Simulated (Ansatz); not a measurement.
## Computed properties of In

In:
```cif
data_In8
_chemical_formula_sum 'In8'
_space_group_name_H-M_alt 'Fd-3m :1'
_space_group_IT_number 227
_space_group_name_Hall 'F 4d 2 3 -1d'
_cell_length_a 6.61535
_cell_length_b 6.61535
_cell_length_c 6.61535
_cell_angle_alpha 90.000
_cell_angle_beta 90.000
_cell_angle_gamma 90.000
loop_
_atom_site_label
_atom_site_type_symbol
_atom_site_symmetry_multiplicity
_atom_site_Wyckoff_symbol
_atom_site_fract_x
_atom_site_fract_y
_atom_site_fract_z
_atom_site_occupancy
In1 In 8 b 0.50000 0.50000 0.50000 1
```
(The calculation used a cell of 2 atoms; values per cell refer to that cell.)

Space group Fd-3m (No. 227), diamond; conventional cell a = b = c = 6.6153 Å, α = β = γ = 90.00°.

Method: r²SCAN in the plane-wave PAW code Ansatz. Structure relaxed to zero pressure with the same functional. Other levels are named where they apply.

Cell and energy:

| Item | Result |
|---|---|
| Volume per atom | 36.19 Å³ |
| Density | 5.27 g/cm³ |

Electronic structure:

| Property | Result |
|---|---|
| Electronic character | metallic (no gap) |
| Density of states at the Fermi level | 0.78 states/eV per atom (mean over ±0.08 eV) |
| Gap with spin–orbit coupling | none (metallic) |

Mechanics:

| Property | Value |
|---|---|
| Bulk modulus (Birch–Murnaghan fit) | 27.3 GPa |
| Pressure derivative B′ | 5.0 |
| Elastic constants (relaxed ions, GPa) | C11 = 19.5, C12 = 31.8, C44 = -13.9 |
| Mechanical stability | unstable (C has a negative eigenvalue) |

The start of the workflow was typed in or built on a structure type; neither database checked (COD, Materials Project) lists it. It is not the phase usual at ambient conditions (space group No. 139). Symmetry was held in the r²SCAN relaxation. As this level gives no gap, shear constants depend on the k-mesh and smearing (Fermi–Dirac, 0.1 eV here). Scalar-relativistic: spin–orbit coupling is off unless named, which matters more the heavier the elements.

Potentials: the earlier of the program's two PAW sets.
